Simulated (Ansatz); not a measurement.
Ga4As3N as one 8-atom ordering on the zincblende lattice, 8 atoms and 102 valence electrons in a cell of about 157 Å³, was run 5 times in Ansatz 0.2.0, each time on 4 threads of Arm Neoverse V1, on a shared host.

```tsv
run	k mesh	irreducible k	cutoff (eV)	plane waves	bands	SCF iterations	wall time	peak host memory (GiB)
relaxation, PBE	6×4×4	28	420	3203	62	74	75 s	0.64
relaxation, r2SCAN	6×4×4	28	500	3923	62	39	72 s	0.93
bands, PBE	6×4×4	28	420	3079	57	7	25 s	0.85
single point, r2SCAN	6×4×4	28	500	3923	57	9	24 s	0.9
single point, PBE+SOC	6×4×4	28	420	3079	114	12	110 s	2.1
```

The slowest run (single point, PBE+SOC) took about 5 times as long as the quickest (single point, r2SCAN).

Only the levels marked +SOC include spin-orbit coupling.
